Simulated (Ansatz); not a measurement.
## Si (Fd-3m), comparing deformations

These are results of Ansatz 0.2.0, DFT r2SCAN, scalar-relativistic, plane waves, PAW, not measurements. The runs took a 500 eV cutoff, a Γ-centred 10×10×10 mesh and Gaussian smearing (0.05 eV). No spin polarisation. Energies are free energies at this smearing, counted from the undisturbed cell; pressure is positive in compression.

The starting cell (as given, not relaxed at this level; it stands at 0.7 GPa):

```
Si
1.0
     0.00000    2.71547    2.71547
     2.71547    0.00000    2.71547
     2.71547    2.71547    0.00000
Si
2
Direct
  0.50000 0.50000 0.50000
  0.75000 0.75000 0.75000
```

The cell is strained by ε times a Voigt pattern (xx, yy, zz, yz, xz, xy; engineering shear) with fractional coordinates fixed. τ = (1/V0) dE/dε comes from the stress tensor. Of each scan, only the three points used here are listed.

| pattern | ε | τ (GPa) |
| --- | --- | --- |
| (0, 0, 1, 0, 0, 0) | -0.0250 | -5.09 |
| (0, 0, 1, 0, 0, 0) | 0.0000 | -0.72 |
| (0, 0, 1, 0, 0, 0) | 0.0250 | 3.45 |
| (0, 0, 0, 0, 1, 0) | -0.0025 | -0.27 |
| (0, 0, 0, 0, 1, 0) | 0.0000 | 0.00 |
| (0, 0, 0, 0, 1, 0) | 0.0025 | 0.27 |

Which constants do the scans give, and which deformation costs least for the same size of strain tensor?

The slope dτ/dε at zero (parabola through three points) is pᵀCp: (0, 0, 1, 0, 0, 0) gives C11 = 171 GPa; (0, 0, 0, 0, 1, 0) gives C44 = 110 GPa. The size of the strain tensor, ε:ε, is ε² times 1.0, 0.5. Per unit of it the stiffnesses are 171, 220 GPa, so (0, 0, 1, 0, 0, 0) is the softest of these: at ε:ε = (1 %)² the quadratic term costs 1.07 meV/atom against 1.37 for the stiffest. These are clamped-ion values.

Forces appear on the atoms along this scan, and letting them relax would lower the energy and soften the response.